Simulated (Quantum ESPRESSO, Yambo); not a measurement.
F (space group C2/c, No. 15): one geometry, one set of norm-conserving PBEsol (Quantum ESPRESSO, 84 Ry, no spin-orbit coupling) orbitals, self-energies from Yambo (6×6×2 Γ-centred k mesh, 102 bands and a 8 Ry block in the screening, 102 bands in G with the Bruneval-Gonze terminator, plasmon pole fitted at 27.2 eV).

```
level                                                        gap Γ → Γ (eV)
-----------------------------------------------------------  --------------
PBEsol (Quantum ESPRESSO)                                              2.47
exchange only (Hartree-Fock self-energy on PBEsol orbitals)             [?]
static COHSEX@PBEsol                                                    [?]
G0W0@PBEsol, plasmon pole                                              8.49
```

What belongs in the gaps?


- exchange only (Hartree-Fock self-energy on PBEsol orbitals), gap Γ → Γ (eV): 18.09
- static COHSEX@PBEsol, gap Γ → Γ (eV): 10.15

Bare exchange has no screening and gives the widest gap; static COHSEX screens it but leaves out the frequency dependence, which G0W0 restores.

Convergence of the G0W0 settings was not tested.

Geometry of the Materials Project entry, not relaxed at this level; primitive cell a = b = 3.007 Å, c = 6.622 Å, α = β = 94.14°, γ = 63.57°.

The distance between layers or molecules is the database entry's, not relaxed here. Functionals without dispersion can leave it too large, which widens gaps and weakens the response across layers: the numbers belong to this cell.
